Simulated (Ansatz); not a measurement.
**LiAl2BrN6 in Ansatz, relaxation**

The input file (Ansatz 0.2.0, plane waves):

```yaml
crystal:
  lattice:
    - [5.218959, 0.0, 0.0]
    - [-2.609479, 4.519754, 0.0]
    - [0.0, 0.0, 7.323578]
  atoms:
    - { symbol: Li, position: [0.0, 0.0, 0.0] }
    - { symbol: Al, position: [0.3333, 0.6667, 0.0] }
    - { symbol: Al, position: [0.6667, 0.3333, 0.0] }
    - { symbol: "N", position: [0.0, 0.63615, 0.1334] }
    - { symbol: "N", position: [0.36385, 0.36385, 0.1334] }
    - { symbol: "N", position: [0.63615, 0.0, 0.1334] }
    - { symbol: "N", position: [0.36385, 0.0, 0.8666] }
    - { symbol: "N", position: [0.63615, 0.63615, 0.8666] }
    - { symbol: "N", position: [0.0, 0.36385, 0.8666] }
    - { symbol: Br, position: [0.0, 0.0, 0.5] }
  symmetry: { tolerance: 0.0003 }
kpoints:
  mp_grid: { grid: [6, 6, 4], shift: [0, 0, 0] }
magnetization:
  spin_polarized: false
scf:
  occupations: { method: fermi_dirac }
  lower_state_search: "off"
hamiltonian:
  pseudopotentials: { kind: paw }
  xc: pbe
basis:
  ecutwfc: 420
  fft_grid_basis: typed
relax:
  max_steps: 40
output:
  forces: true
  stress: true
  eigenvalues: true
  bader: true
  populations: true
  elf: true
  write_potential: true
  volumetric_format: npy
  dos:
    e_range: [-12, 8]
    de: 0.05
    projected: { site_lists: { Al: [Al], Br: [Br], Li: [Li], "N": ["N"] } }
checkpoint:
  read: saved_state
```

The command:

```bash
ansatz run input.yaml --threads 2 --pin off --max-ram 3584MiB --backend cpu --events-out ev --progress --plain --runs-dir out
```

Origin of the cell: a known structure type with other elements, at an estimated volume, so it need not be a known compound.

The smearing width isn't typed, so it takes its default of 0.1 eV.

The saved state is a converged single point of the same cell.

Steps:

```json
{"step": "1", "ΔF (meV/atom)": "0.0", "max force component (eV/Å)": "1.319", "SCF iterations": "5", "step was": "accepted"}
{"step": "2", "ΔF (meV/atom)": "-43.6", "max force component (eV/Å)": "0.955", "SCF iterations": "5", "step was": "accepted"}
{"step": "3", "ΔF (meV/atom)": "-108.3", "max force component (eV/Å)": "0.870", "SCF iterations": "6", "step was": "accepted"}
{"step": "4", "ΔF (meV/atom)": "-178.7", "max force component (eV/Å)": "0.776", "SCF iterations": "7", "step was": "accepted"}
{"step": "5", "ΔF (meV/atom)": "-214.9", "max force component (eV/Å)": "0.224", "SCF iterations": "7", "step was": "accepted"}
{"step": "6", "ΔF (meV/atom)": "-216.8", "max force component (eV/Å)": "0.085", "SCF iterations": "5", "step was": "accepted"}
{"step": "7", "ΔF (meV/atom)": "-216.8", "max force component (eV/Å)": "0.099", "SCF iterations": "6", "step was": "accepted"}
{"step": "8", "ΔF (meV/atom)": "-217.1", "max force component (eV/Å)": "0.009", "SCF iterations": "5", "step was": "accepted"}
{"step": "9", "ΔF (meV/atom)": "-217.1", "max force component (eV/Å)": "0.009", "SCF iterations": "3", "step was": "accepted"}
```

Step 1, with forces in eV/Å:

```xyz
10
Lattice="5.219 0.000 0.000 -2.609 4.520 0.000 0.000 0.000 7.324" Properties=species:S:1:pos:R:3:forces:R:3 pbc="T T T" step=1
Li    0.000    0.000    0.000    0.000    0.000    0.000
Al    0.000    3.013    0.000    0.000    0.000    0.000
Al    2.609    1.507    0.000    0.000    0.000    0.000
N    -1.660    2.875    0.977    0.099   -0.172   -1.319
N     0.949    1.645    0.977    0.099    0.172   -1.319
N     3.320    0.000    0.977   -0.198    0.000   -1.319
N     1.899    0.000    6.347    0.198    0.000    1.319
N     1.660    2.875    6.347   -0.099   -0.172    1.319
N    -0.949    1.645    6.347   -0.099    0.172    1.319
Br    0.000    0.000    3.662    0.000    0.000    0.000
```

Step 2, with forces in eV/Å:

```xyz
10
Lattice="5.219 0.000 0.000 -2.609 4.520 0.000 0.000 0.000 7.324" Properties=species:S:1:pos:R:3:forces:R:3 pbc="T T T" step=2
Li    0.000    0.000    0.000    0.000    0.000    0.000
Al    0.000    3.013    0.000    0.000    0.000    0.000
Al    2.609    1.507    0.000    0.000    0.000    0.000
N    -1.671    2.895    0.909    0.155   -0.269   -0.955
N     0.938    1.625    0.909    0.155    0.269   -0.955
N     3.343    0.000    0.909   -0.310    0.000   -0.955
N     1.876    0.000    6.415    0.310    0.000    0.955
N     1.671    2.895    6.415   -0.155   -0.269    0.955
N    -0.938    1.625    6.415   -0.155    0.269    0.955
Br    0.000    0.000    3.662    0.000    0.000    0.000
```

Step 3, with forces in eV/Å:

```xyz
10
Lattice="5.219 0.000 0.000 -2.609 4.520 0.000 0.000 0.000 7.324" Properties=species:S:1:pos:R:3:forces:R:3 pbc="T T T" step=3
Li    0.000    0.000    0.000    0.000    0.000    0.000
Al    0.000    3.013    0.000    0.000    0.000    0.000
Al    2.609    1.507    0.000    0.000    0.000    0.000
N    -1.653    2.863    0.757    0.435   -0.754   -0.179
N     0.956    1.656    0.757    0.435    0.754   -0.179
N     3.306    0.000    0.757   -0.870    0.000   -0.179
N     1.913    0.000    6.567    0.870    0.000    0.179
N     1.653    2.863    6.567   -0.435   -0.754    0.179
N    -0.956    1.656    6.567   -0.435    0.754    0.179
Br    0.000    0.000    3.662    0.000    0.000    0.000
```

Step 4, with forces in eV/Å:

```xyz
10
Lattice="5.219 0.000 0.000 -2.609 4.520 0.000 0.000 0.000 7.324" Properties=species:S:1:pos:R:3:forces:R:3 pbc="T T T" step=4
Li    0.000    0.000    0.000    0.000    0.000    0.000
Al    0.000    3.013    0.000    0.000    0.000    0.000
Al    2.609    1.507    0.000    0.000    0.000    0.000
N    -1.595    2.762    0.665    0.388   -0.672   -0.182
N     1.015    1.757    0.665    0.388    0.672   -0.182
N     3.190    0.000    0.665   -0.776    0.000   -0.182
N     2.029    0.000    6.658    0.776    0.000    0.182
N     1.595    2.762    6.658   -0.388   -0.672    0.182
N    -1.015    1.757    6.658   -0.388    0.672    0.182
Br    0.000    0.000    3.662    0.000    0.000    0.000
```

Step 5, with forces in eV/Å:

```xyz
10
Lattice="5.219 0.000 0.000 -2.609 4.520 0.000 0.000 0.000 7.324" Properties=species:S:1:pos:R:3:forces:R:3 pbc="T T T" step=5
Li    0.000    0.000    0.000    0.000    0.000    0.000
Al    0.000    3.013    0.000    0.000    0.000    0.000
Al    2.609    1.507    0.000    0.000    0.000    0.000
N    -1.547    2.679    0.610    0.112   -0.194   -0.098
N     1.063    1.841    0.610    0.112    0.194   -0.098
N     3.093    0.000    0.610   -0.224    0.000   -0.098
N     2.126    0.000    6.714    0.224    0.000    0.098
N     1.547    2.679    6.714   -0.112   -0.194    0.098
N    -1.063    1.841    6.714   -0.112    0.194    0.098
Br    0.000    0.000    3.662    0.000    0.000    0.000
```

Step 6, with forces in eV/Å:

```xyz
10
Lattice="5.219 0.000 0.000 -2.609 4.520 0.000 0.000 0.000 7.324" Properties=species:S:1:pos:R:3:forces:R:3 pbc="T T T" step=6
Li    0.000    0.000    0.000    0.000    0.000    0.000
Al    0.000    3.013    0.000    0.000    0.000    0.000
Al    2.609    1.507    0.000    0.000    0.000    0.000
N    -1.538    2.664    0.600    0.043   -0.074    0.020
N     1.072    1.856    0.600    0.043    0.074    0.020
N     3.076    0.000    0.600   -0.085    0.000    0.020
N     2.143    0.000    6.724    0.085    0.000   -0.020
N     1.538    2.664    6.724   -0.043   -0.074   -0.020
N    -1.072    1.856    6.724   -0.043    0.074   -0.020
Br    0.000    0.000    3.662    0.000    0.000    0.000
```

Step 7, with forces in eV/Å:

```xyz
10
Lattice="5.219 0.000 0.000 -2.609 4.520 0.000 0.000 0.000 7.324" Properties=species:S:1:pos:R:3:forces:R:3 pbc="T T T" step=7
Li    0.000    0.000    0.000    0.000    0.000    0.000
Al    0.000    3.013    0.000    0.000    0.000    0.000
Al    2.609    1.507    0.000    0.000    0.000    0.000
N    -1.530    2.649    0.611   -0.008    0.014   -0.099
N     1.080    1.870    0.611   -0.008   -0.014   -0.099
N     3.059    0.000    0.611    0.016    0.000   -0.099
N     2.160    0.000    6.712   -0.016    0.000    0.099
N     1.530    2.649    6.712    0.008    0.014    0.099
N    -1.080    1.870    6.712    0.008   -0.014    0.099
Br    0.000    0.000    3.662    0.000    0.000    0.000
```

Step 9, with forces in eV/Å:

```xyz
10
Lattice="5.219 0.000 0.000 -2.609 4.520 0.000 0.000 0.000 7.324" Properties=species:S:1:pos:R:3:forces:R:3 pbc="T T T" step=9
Li    0.000    0.000    0.000    0.000    0.000    0.000
Al    0.000    3.013    0.000    0.000    0.000    0.000
Al    2.609    1.507    0.000    0.000    0.000    0.000
N    -1.532    2.653    0.603   -0.004    0.008    0.002
N     1.078    1.867    0.603   -0.004   -0.008    0.002
N     3.064    0.000    0.603    0.009    0.000    0.002
N     2.155    0.000    6.721   -0.009    0.000   -0.002
N     1.532    2.653    6.721    0.004    0.008   -0.002
N    -1.078    1.867    6.721    0.004   -0.008   -0.002
Br    0.000    0.000    3.662    0.000    0.000    0.000
```

- Free energy lowered by: 217.1 meV/atom
- Final pressure: 30.55 GPa
- Relaxation steps listed: 9

Caveats: no spin, though holes on the anions or broken bonds may carry moments; the SCF threshold is looser than advised for a stress; the relaxation held the start's symmetry, so the end may be a saddle point.

Time: 97 s on 2 threads of Arm Neoverse V2 (shared host), peak memory 0.49 GiB, from a saved density.
